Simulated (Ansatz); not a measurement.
Sr (Im-3m), stationary points along a deformation path

Level of theory: DFT LDA, scalar-relativistic, plane waves, PAW (Ansatz). Cutoff 420 eV, Γ-centred 16×16×16 k-points, Gaussian smearing of 0.15 eV. No spin polarisation. Energies are free energies at this smearing, counted from the undisturbed cell; pressure is positive in compression.

Zero of the scan (as given, not relaxed at this level; it stands at -1.8 GPa; this bcc form isn't the usual structure):

```yaml
crystal:
  lattice:
    - [-2.42500, 2.42500, 2.42500]
    - [2.42500, -2.42500, 2.42500]
    - [2.42500, 2.42500, -2.42500]
  atoms:
    - { symbol: Sr, position: [0.00000, 0.00000, 0.00000] }
```

At fixed volume and fractional coordinates, lengths along (0.577, 0.577, 0.577) are scaled against those across it; ρ is that ratio over its starting value. V = 57.042 Å³/atom. Δσ is the stress along the axis less the mean stress across it (compression positive).

```
    ρ  ΔE (meV/atom)  Δσ (GPa) space group
0.500         1996.0     21.77         R-3m
0.600         1066.9     19.24         R-3m
0.710          437.1     12.00         R-3m
1.000            0.0      0.00        Im-3m
1.410          195.4     -3.32         R-3m
2.000          354.0      0.00        Pm-3m
```

Q: How does the stress give the slope of the energy, and where is the energy stationary?

A: Along the path d ln(length) is 2/3 d ln ρ on the axis and −1/3 d ln ρ across it, so dE/d ln ρ = −(2/3) V Δσ: the energy falls with ρ where Δσ is positive. Δσ vanishes or changes sign at ρ = 1.000 (Im-3m), a minimum at 0.0 meV/atom; at ρ = 2.000 (Pm-3m, an end of the scan), at 354.0 meV/atom. Pairs of stationary points between two samples would go unseen, and could change a minimum read from distant neighbours into a maximum. At ρ = 1.000, 2.000 the cell is cubic, where symmetry alone makes the stress isotropic and the slope zero.

In a metal these slopes depend on the k mesh and the smearing.